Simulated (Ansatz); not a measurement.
Q: Name crystals whose computed values (DFT-r²SCAN in the program Ansatz with PAW potentials) fall in these windows: B₀ by P(V) fit (GPa) 70 to 98; gap (eV) 0.59 to 0.72; electron conductivity mass (mₑ) 0.23 to 0.30.

A: 

```
crystal                  B₀ by P(V) fit (GPa)  gap (eV)  electron conductivity mass (mₑ)
-----------------------  --------------------  --------  -------------------------------
SiGe, wurtzite                           84.1      0.66                             0.28
Si, P6_3/mmc (Si on 4f)                  96.6      0.61                             0.27
```
Others may fit too.

Not the usual ambient phase: Si, P6_3/mmc (Si on 4f). Standing as an ambient phase not checked: SiGe, wurtzite. All cells were relaxed under the symmetry of their starts (and spin orders); stability against distortions was not tested throughout. Spin–orbit coupling is left out wherever it is not named.

Potentials: the later of the program's two PAW sets.
